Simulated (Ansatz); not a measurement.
Ca3GeO:
```xyz
5
Lattice="4.6048 0.0000 0.0000 0.0000 4.6048 0.0000 0.0000 0.0000 4.6048" Properties=species:S:1:pos:R:3 pbc="T T T"
Ca     2.3024     2.3024     0.0000
Ca     0.0000     2.3024     2.3024
Ca     2.3024     0.0000     2.3024
Ge     0.0000     0.0000     0.0000
O      2.3024     2.3024     2.3024
```

Relaxed with LDA. Special points in fractions of this cell's reciprocal vectors: Γ (0.000, 0.000, 0.000); X (0.000, 0.500, 0.000); M (0.500, 0.500, 0.000); R (0.500, 0.500, 0.500).

List the band energies nearest the Fermi level at these points for plane-wave PAW LDA (Ansatz code).

In eV from the Fermi level; about four levels below and three above (degenerate sets whole), none deeper than 8.9 eV; points with the same levels are listed once.

| k | below | above |
|---|---|---|
| Γ | -4.36 -4.36 -4.36 -0.07 -0.07 | 0.14 0.14 0.14 |
| X | -4.52 -4.52 -3.20 -0.92 -0.92 | 1.04 1.18 2.55 |
| M | -4.69 -2.24 -2.24 -1.12 | 2.02 2.13 2.13 |
| R | -5.94 -5.94 -5.94 -1.42 -1.42 -1.42 | 1.14 1.14 1.14 |

Space group Pm-3m (anti-perovskite). The first step of the workflow began from a Materials Project structure, measured or hypothetical; the Crystallography Open Database files this formula in space group No. 221, but the cells were not matched. Whether it is the stable phase at ambient conditions was not checked. The LDA relaxation kept the symmetry of its start; of distortions, only those at the zone centre were tested. The Fermi level of a semimetal is unsure by some 0.05 eV on such meshes. Scalar-relativistic: spin–orbit coupling is off unless named, which matters more the heavier the elements.

Potentials: the later of the program's two PAW sets.
